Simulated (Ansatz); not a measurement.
V3Ga (A15 (Cr3Si type), space group No. 223) at seven volumes, plane-wave PAW PBEsol (Ansatz code), scaled uniformly. One row is withheld.

```json
[
 {"V (Å³/atom)": "11.980", "P (GPa)": "?"},
 {"V (Å³/atom)": "12.375", "P (GPa)": "13.00"},
 {"V (Å³/atom)": "12.770", "P (GPa)": "6.00"},
 {"V (Å³/atom)": "13.165", "P (GPa)": "0.00"},
 {"V (Å³/atom)": "13.560", "P (GPa)": "-5.15"},
 {"V (Å³/atom)": "13.955", "P (GPa)": "-9.57"},
 {"V (Å³/atom)": "14.349", "P (GPa)": "-13.36"}
]
```

### Question
Fit the shown pressures and predict the withheld one.

### Answer
Third-order Birch–Murnaghan: P = (3/2)B₀(x^(7/2) − x^(5/2))[1 + (3/4)(B′ − 4)(x − 1)] with x = (V₀/V)^(2/3). Least squares on the six rows gives V₀ = 13.165 Å³/atom, B₀ = 185.0 GPa, B′ = 4.10. At V = 11.980, x = 1.0649 and P = 21.18 GPa. The run itself gave 21.17 GPa.

Space group Pm-3n (A15 (Cr3Si type)). The workflow started from a Materials Project entry (that database holds measured and hypothetical structures alike); the Crystallography Open Database copy checked does not list it. Whether it is the stable phase at ambient conditions was not checked. Symmetry was held in the PBEsol relaxation; whether a distortion lowers the energy is not shown. The workflow began spin-polarised and lost its moments.

Potentials: the later of the program's two PAW sets.
